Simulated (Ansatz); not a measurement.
Input:

ZrGeO3:
```cif
data_GeO3Zr
_chemical_formula_sum 'Zr1 Ge1 O3'
_space_group_name_H-M_alt 'P 1'
_space_group_IT_number 1
_cell_length_a 3.98759
_cell_length_b 3.98759
_cell_length_c 4.34170
_cell_angle_alpha 90.000
_cell_angle_beta 90.000
_cell_angle_gamma 90.000
loop_
_space_group_symop_operation_xyz
  'x, y, z'
loop_
_atom_site_label
_atom_site_type_symbol
_atom_site_fract_x
_atom_site_fract_y
_atom_site_fract_z
_atom_site_occupancy
Zr1 Zr 0.50000 0.50000 0.57883 1
Ge1 Ge 0.00000 0.00000 0.19511 1
O1 O 0.00000 0.50000 0.44961 1
O2 O 0.50000 0.00000 0.44961 1
O3 O 0.50000 0.50000 0.01704 1
```

This is the PBEsol-relaxed structure.

### Question
All from the program Ansatz at the PBEsol level (PAW), unless another level is named. Estimate the Born charges (a third of the trace).

### Answer
Zr +5.17, Ge +3.53, O -2.96 to -2.78 e.

### Question
Predict the electronic dielectric constant ε∞ (DFPT).

### Answer
6.30 (xx = yy), 5.60 (zz).

Space group P4mm. The start of the workflow was typed in or built on a structure type; neither database checked (COD, Materials Project) lists it. Its standing as an ambient phase is unchecked. The PBEsol relaxation kept the symmetry of its start. At this level the phase is dynamically unstable (imaginary phonons). No spin polarisation was allowed. Scalar-relativistic: spin–orbit coupling is off unless named, which matters more the heavier the elements.

Potentials: the later of the program's two PAW sets.
